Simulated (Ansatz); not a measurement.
### Question
Each is relaxed and computed with the program Ansatz at the r²SCAN level (PAW). Which is the only metal?
A) Sb2Se3, Pnma (Pearson symbol oP20)
B) Sb2Au, fluorite or antifluorite type
C) AlInSb2, P-4m2 (Al on 1a, In on 1c, Sb on 2g)
D) MnAuO2, P-1 (Mn on 1h, Au on 1c, O on 2i)

### Answer
B, Sb2Au, fluorite or antifluorite type. Sb2Au: metal; AlInSb2: gap 0.95 eV (direct); MnAuO2: gap 0.48 eV (indirect); Sb2Se3: gap 1.16 eV (indirect). Spin orders computed, not proven ground states: MnAuO2, P-1 (Mn on 1h, Au on 1c, O on 2i) antiferromagnetic. Standing as an ambient phase not checked: Sb2Au, fluorite or antifluorite type; AlInSb2, P-4m2 (Al on 1a, In on 1c, Sb on 2g); MnAuO2, P-1 (Mn on 1h, Au on 1c, O on 2i). Weakly bound layers, chains or molecules computed without a dispersion correction, so cells and soft constants are ill determined: Sb2Se3, Pnma (Pearson symbol oP20). Perhaps ordered models of mixed-site phases: AlInSb2, P-4m2 (Al on 1a, In on 1c, Sb on 2g); MnAuO2, P-1 (Mn on 1h, Au on 1c, O on 2i). Unstable at this level: Sb2Au, fluorite or antifluorite type. All cells were relaxed under the symmetry of their starts (and spin orders); stability against distortions was not tested throughout. Cells of antiferromagnets are given as chemical subcells. No Hubbard U is applied. Spin–orbit coupling is left out wherever it is not named.

Potentials: the later of the program's two PAW sets.
